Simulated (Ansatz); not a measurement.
Ca4Ag2As: reading a single point

```yaml
crystal:
  lattice:
    - [0.00000, 5.50660, 0.00000]
    - [5.50660, 0.00000, 0.00000]
    - [2.75330, 2.75330, -5.50617]
  atoms:
    - { symbol: As, position: [0.00000, 0.00000, 0.00000] }
    - { symbol: Ag, position: [0.50000, 0.50000, 0.00000] }
    - { symbol: Ca, position: [0.37000, 0.39000, 0.74000] }
    - { symbol: Ca, position: [0.61000, 0.11000, 0.26000] }
    - { symbol: Ca, position: [0.89000, 0.87000, 0.74000] }
    - { symbol: Ca, position: [0.13000, 0.63000, 0.26000] }
    - { symbol: Ag, position: [0.75000, 0.25000, 0.50000] }
```

Single point in Ansatz 0.2.0 with PBE, no spin polarisation. Cutoff 420 eV, PAW datasets, 5×5×5 Γ-centred k mesh, tetrahedron filling.

- Stress: The pressure is 31.7 GPa (compression positive), so with the atoms held at these fractions the cell would first expand; the forces are large, so a full relaxation may end otherwise.
- Charges: Bader charges in e: Ca +1.04, Ag -1.14, As -1.64. In the mean Ca gives up most and As takes most. There is one density maximum away from the nuclei.
- Formation energy: 1.02 eV an atom against the elements' usual phases (free molecules for gases, crystals otherwise, with no correction for O₂ or N₂), so at this geometry it isn't bound against them. Relaxing would lower it.
- Forces: The largest is on Ca4 (and as large on other atoms): 3.19 eV/Å, components (-2.15, -1.67, -1.67). It makes 104° with the line to a nearest neighbour, As1 at 2.42 Å.
- Electronic structure: It is a metal, with about 3.9 states/eV a cell as the mean within 0.25 eV of the Fermi level.
- Contacts: Ag–Ca at 2.42 Å: least valence density 0.41 e/Å³ and ELF 0.14 there. As–Ca at 2.42 Å: least valence density 0.42 e/Å³ and ELF 0.23 there. Both are smooth PAW fields, read partly inside the augmentation spheres.

Origin: a known structure type with other elements, at an estimated volume, so it need not be a known compound. Caveats: empty levels are not fully converged; many states at the Fermi level without spin polarisation, so a magnetic state may lie lower; atoms or cell far from equilibrium; forces and stress under tetrahedra may miss the slope of the energy.
